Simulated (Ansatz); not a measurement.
## A plane-wave run on YbBeO

Input file of Ansatz 0.2.0:

```yaml
crystal:
  lattice:
    - [3.363685, 0.0, 0.0]
    - [0.0, 3.363685, 0.0]
    - [0.0, 0.0, 7.633264]
  atoms:
    - { symbol: O, position: [0.0, 0.0, 0.0] }
    - { symbol: O, position: [0.5, 0.5, 0.0] }
    - { symbol: Yb, position: [0.0, 0.5, 0.1311], spin: 1.0 }
    - { symbol: Yb, position: [0.5, 0.0, 0.8689], spin: 1.0 }
    - { symbol: Be, position: [0.0, 0.5, 0.6699] }
    - { symbol: Be, position: [0.5, 0.0, 0.3301] }
kpoints:
  mp_grid: { grid: [7, 7, 3], shift: [0, 0, 0] }
  band_path:
    path:
      - [0.0, 0.0, 0.0]
      - [0.0, 0.5, 0.0]
      - [0.5, 0.5, 0.0]
      - [0.0, 0.0, 0.0]
      - [0.0, 0.0, 0.5]
      - [0.0, 0.5, 0.5]
      - [0.5, 0.5, 0.5]
      - [0.0, 0.0, 0.5]
      - [0.0, 0.5, 0.0]
      - [0.0, 0.5, 0.5]
      - [0.5, 0.5, 0.0]
    npoints: 6
magnetization:
  spin_polarized: true
scf:
  occupations: { method: fermi_dirac }
  lower_state_search: "off"
  max_iter: 200
hamiltonian:
  pseudopotentials: { kind: paw }
  xc: pbe
basis:
  ecutwfc: 420
  fft_grid_basis: typed
output:
  forces: true
  stress: true
  eigenvalues: true
  bader: true
  populations: true
  elf: true
  write_potential: true
  volumetric_format: npy
  dos:
    e_range: [-12, 8]
    de: 0.05
    projected: { site_lists: { Be: [Be], O: [O], Yb: [Yb] } }
checkpoint:
  read: saved_state
```

The saved state is an earlier solution for the same cell, perhaps on another mesh. No atom carries over 0.3 μB, and the net moment is 0.55 μB a cell; the state need not be the lowest.

Excerpt of what it printed:

```
Magnetization: 0.5498 μB (32.2749 up, 31.7251 down)
Absolute magnetization: 0.6235 μB (∫|ρ↑−ρ↓|, with the PAW one-centre terms)
Spin contamination: 0.0149 ħ² per cell (⟨S²⟩ above its minimum at these occupations)
Per-site moments (μB) at R_I (Å): [(0.0262, 0.8073), (0.0262, 0.8073), (0.2617, 0.8073), (0.2617, 0.8073), (-0.0059, 1.1641), (-0.0059, 1.1641)]
Free energy (F): -28906.9081 eV
Harris-Foulkes:  -28906.9081 eV  (|F-HF|=4.58e-9)
Internal energy: -28906.6624 eV  (E = F + TS)
E sigma→0 (E₀):  -28906.7853 eV
Entropy (-TS):   -0.2456 eV (-40.936 meV/atom)
Fermi energy:    11.2801 eV
--- Per-component energies (eV) ---
  E_band       = 63.5090
  E_kinetic    = 1167.6019
  E_local      = -20848.6316  (includes V_loc(G=0)·N_el)
  E_nonlocal   = 1132.6374
  E_hartree    = 9530.5123
  E_xc         = -536.3460
  E_vxc        = -667.0685  (∫ρ·V_xc dr)
  E_paw        = -15105.5045  (= ΣΔE_a)
  E_vpaw       = 217.9276  (= ΣTr[D̂ρ^β])
  E_aug_tail   = 0.0052  (compensation charges beyond the density's cutoff)
  E_ewald      = -4246.9371
  E_smearing   = -0.2456  (= −TS)
--- Forces (eV/Å), atoms counted from 1 ---
  atom   1  O      0.0000     0.0000     0.0000
  atom   2  O      0.0000     0.0000     0.0000
  atom   3  Yb     0.0000     0.0000     7.0983
  atom   4  Yb     0.0000     0.0000    -7.0983
  atom   5  Be     0.0000     0.0000    -2.0318
  atom   6  Be     0.0000     0.0000     2.0318
--- Stress (GPa, compression-positive) ---
       52.5087       0.0000       0.0000
        0.0000      52.5087       0.0000
        0.0000       0.0000      35.4401
  P = ⅓ Tr σ = 46.8192 GPa (468.192 kbar)
--- Löwdin populations: 6 sites ---
  site symbol       q [e]    m [muB]
     0      O      6.2913     0.0469
     1      O      6.2913     0.0469
     2     Yb     24.5145     0.2258
     3     Yb     24.5145     0.2258
     4     Be      0.8904     0.0037
     5     Be      0.8904     0.0037
  spilling = 0.0095 (of n_electrons = 64.0000)
--- Bader charges: 6 sites ---
  site symbol  charge [e]  shift [e]    m [muB]
     0      O     -1.2212     0.0076     0.0244
     1      O     -1.2212     0.0076     0.0244
     2     Yb      1.4977     0.0076     0.2594
     3     Yb      1.4977     0.0076     0.2594
     4     Be     -0.2765     0.0000    -0.0089
     5     Be     -0.2765     0.0000    -0.0089
```

Origin: a known structure type with other elements, at an estimated volume, so it need not be a known compound. Caveats: atoms or cell far from equilibrium; f levels without a U or exact exchange are poorly placed.
